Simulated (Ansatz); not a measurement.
Sb₂Pd:
```
CELL_PARAMETERS angstrom
      6.52397     0.00000     0.00000
      0.00000     6.52397     0.00000
      0.00000     0.00000     6.52397
ATOMIC_POSITIONS crystal
  Pd 0.00000 0.00000 0.00000
  Pd 0.50000 0.00000 0.50000
  Pd 0.50000 0.50000 0.00000
  Pd 0.00000 0.50000 0.50000
  Sb 0.37414 0.37414 0.37414
  Sb 0.12586 0.62586 0.87414
  Sb 0.87414 0.12586 0.62586
  Sb 0.62586 0.87414 0.12586
  Sb 0.62586 0.62586 0.62586
  Sb 0.87414 0.37414 0.12586
  Sb 0.12586 0.87414 0.37414
  Sb 0.37414 0.12586 0.87414
```

Relaxed with r²SCAN. Special points in fractions of this cell's reciprocal vectors: Γ (0.000, 0.000, 0.000); X (0.000, 0.500, 0.000); M (0.500, 0.500, 0.000); R (0.500, 0.500, 0.500); X1 (0.500, 0.000, 0.000).

Task: List the band energies nearest the Fermi level at these points for r²SCAN in the plane-wave PAW code Ansatz.

Result: In eV from the Fermi level; about four levels below and three above (degenerate sets whole), none deeper than 8.9 eV; points with the same levels are listed once.

```csv
k,below,above
Γ,-0.49 -0.49 -0.49 -0.23 -0.23 -0.23,1.24 2.79 2.79 2.79
X,-1.24 -1.24 -0.66 -0.66,0.59 0.59 1.36 1.36
M,-0.64 -0.64 -0.64 -0.64,1.64 1.64 1.64 1.64
R,-0.31 -0.31 -0.31 -0.31,2.23 2.23 2.23 2.23
```

Space group Pa-3. The workflow started from an entry of the Crystallography Open Database (COD). Its standing as an ambient phase is unchecked. The r²SCAN relaxation kept the symmetry of its start; whether a distortion lowers the energy is not shown. The run is not spin-polarised. Scalar-relativistic: spin–orbit coupling is off unless named, which matters more the heavier the elements.

Potentials: the later of the program's two PAW sets.
